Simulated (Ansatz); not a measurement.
Pd:
```yaml
crystal:
  lattice:
    - [0.00000, 2.84196, 2.84196]
    - [2.84196, 0.00000, 2.84196]
    - [2.84196, 2.84196, 0.00000]
  atoms:
    - { symbol: Pd, position: [0.00000, 0.00000, 0.00000] }
    - { symbol: Pd, position: [0.25000, 0.25000, 0.25000] }
```

Relaxed with PBEsol. Special points in fractions of this cell's reciprocal vectors: Γ (0.000, 0.000, 0.000); X (0.500, 0.000, 0.500); U (0.625, 0.250, 0.625); K (0.375, 0.375, 0.750); L (0.500, 0.500, 0.500); W (0.500, 0.250, 0.750).

Task: List the band energies nearest the Fermi level at these points for PBEsol (plane waves, PAW; program Ansatz).

Result: In eV from the Fermi level; about four levels below and three above (degenerate sets whole), none deeper than 8.9 eV; … stands for higher levels left out; points with the same levels are listed once.

```tsv
k	below	above
Γ	-1.43 -1.43 -1.43 -0.15 -0.15	…
X	-1.95 -1.95 -0.15 -0.15	1.96 1.96 …
U	-2.19 -1.97 -1.86 -0.06	0.11 1.83 2.23
L	-1.08 -1.08 -0.34 -0.34 -0.22	1.35 …
W	-2.41 -2.41 -1.99 -1.99	0.11 0.11 2.32 2.32
```

Space group Fd-3m (diamond). The start of the workflow was typed in or built on a structure type; neither database checked (COD, Materials Project) lists it. It is not the phase usual at ambient conditions (space group No. 225). The cell was relaxed with PBEsol under the symmetry of its start. At this level the phase is mechanically unstable. No spin polarisation was allowed. Spin–orbit coupling is left out wherever it is not named.

Potentials: the earlier of the program's two PAW sets. The files were generated under PBE; for other functionals the program regenerates the frozen cores, and for LDA and PBEsol the local potential too.
